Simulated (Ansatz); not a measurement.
**4 guesses for Ti2BN3 and where they end**

Level of theory: DFT PBE, scalar-relativistic, plane waves, PAW in Ansatz 0.2.0. All cells share a 420 eV cutoff and Γ-centred k meshes spaced at most about 0.3 Å⁻¹ (about 0.25 or finer for metals, 2π included). No spin polarisation in the final relaxations.

Each guess was relaxed in cell and atoms at zero pressure, within the symmetry of its start. Temperature and zero-point effects are left out. Coordination counts B or N atoms around Ti (for each partner element, those within 1.25 times its shortest distance or 1.15 times the sum of covalent radii, where it is the nearest in units of that sum or under 1.3; a plus sign parts groups by distance over the sum of covalent radii).

| guess | made from | start group | V start (Å³/atom) | end group | V end (Å³/atom) | coordination at the end | gap on mesh (eV) | E over the lowest end (meV/atom) |
| --- | --- | --- | --- | --- | --- | --- | --- | --- |
| 1 | random cell | P-62m | 13.0 | P-62m | 13.5 | Ti 3+3 | 0 | 0 |
| 2 | ErCo3B2 type | P6/mmm | 10.3 | P6/mmm | 10.9 | Ti 6+3 | 0 | 583 |
| 3 | MgSc3Ru2 type | P4/mmm | 12.8 | P4/mmm | 9.5 | Ti 5+4 | 0 | 883 |
| 4 | Zr3HC2 type | P-3m1 | 10.4 | ? | ? | ? | ? | ? |

Guess 4 as it starts:

Space group P-3m1 (No. 164). a = 3.116 Å, b = 3.116 Å, c = 7.441 Å, α = 90.00°, β = 90.00°, γ = 120.00°
```tsv
atom	site	symmetry	x	y	z
Ti	2d	3m.	0.3333	0.6667	0.6756
B	1a	-3m.	0.0000	0.0000	0.0000
N	1b	-3m.	0.0000	0.0000	0.5000
N	2d	3m.	0.3333	0.6667	0.1781
```

Question: Fill in the missing row: what does this guess relax into, and where does it rank?

Answer: It ends in Ti and B ordered on rock salt sites, space group P-3m1 (No. 164), with a = 2.842 Å, c = 7.133 Å, 8.3 Å³/atom and no gap. It lies 36 meV/atom over the lowest end, above guess 1 and below guess 2. Counting B or N atoms around Ti, this end has Ti 6+3 and the lowest (guess 1) has Ti 3+3.

Space group P-3m1 (No. 164). a = 2.842 Å, b = 2.842 Å, c = 7.133 Å, α = 90.00°, β = 90.00°, γ = 120.00°
| atom | site | symmetry | x | y | z |
| --- | --- | --- | --- | --- | --- |
| Ti | 2d | 3m. | 0.3333 | 0.6667 | 0.6702 |
| B | 1a | -3m. | 0.0000 | 0.0000 | 0.0000 |
| N | 1b | -3m. | 0.0000 | 0.0000 | 0.5000 |
| N | 2d | 3m. | 0.3333 | 0.6667 | 0.1347 |

Formation energies are uncorrected and refer to the elements' standard structures at the same level (N₂ as a molecule).

Question: Is the lowest end bound against the elements?

Answer: Yes: its formation energy is −0.72 eV/atom. Whether it is stable depends on the other phases of the system, which aren't compared here.

Cells relaxed within their symmetry can be saddle points. A lower structure may well exist outside this small set. Some structure types and database cells were kept out of the candidates from the start, so a known form may be missing.
